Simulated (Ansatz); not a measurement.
The start is a generated cell, Si2Ni placed in the AFLOW prototype AB2_oP6_58_a_g (C18, as in FeS2). The structure is fully relaxed (lattice and positions, P = 0) with r2SCAN (plane waves to 500 eV, PAW, scalar-relativistic; Ansatz, a quantum-chemistry and plane-wave program). The first steps use a coarse 6×5×7 k-mesh.

Initial structure:
```yaml
crystal:
  lattice:
    - [4.24354, 0.00000, 0.00000]
    - [0.00000, 5.17921, 0.00000]
    - [0.00000, 0.00000, 3.23321]
  atoms:
    - { symbol: Ni, position: [0.00000, 0.00000, 0.00000] }
    - { symbol: Ni, position: [0.50000, 0.50000, 0.50000] }
    - { symbol: Si, position: [0.20040, 0.37870, 0.00000] }
    - { symbol: Si, position: [0.70040, 0.12130, 0.50000] }
    - { symbol: Si, position: [0.29960, 0.87870, 0.50000] }
    - { symbol: Si, position: [0.79960, 0.62130, 0.00000] }
```
Spin-polarised start, with parallel moments on Ni.

```yaml
initial_pressure: "+46 GPa (positive: the cell is compressed)"
largest_initial_force: about 2.2 eV/Å, on Si3, Si4, Si5, Si6 (atoms numbered as listed)
outcome: The space group stays Pnnm (No. 58) (the run could not lower it), with 6 atoms in the primitive cell
energy_released: 0.60 eV/atom
band_gap_at_the_end: no gap (metallic)
optimiser_moves: 22
```

Relaxed structure:

Space group Pnnm (No. 58); a = 5.5330 Å, b = 5.6097 Å, c = 2.6059 Å, α = β = γ = 90.00°

| atom | site | symmetry | x | y | z |
|---|---|---|---|---|---|
| Ni | 2a | ..2/m | 0.0000 | 0.0000 | 0.0000 |
| Si | 4g | ..m | 0.1780 | 0.6201 | 0.0000 |

Final values are on a 9×9×18 k-mesh of the relaxed cell. No spin polarisation in the result: the starting moments vanished. A magnetic state may lie lower.

The run could not lose the symmetry of its start; a randomly shaken copy of 12 atoms returns to this structure.

The relaxed structure here is a generated cell of Si2Ni: the first start was made by placing the elements on the sites of a structure type, and the end was not matched to a known phase here, so it may be hypothetical. Known forms of Si2Ni include space group No. 225.
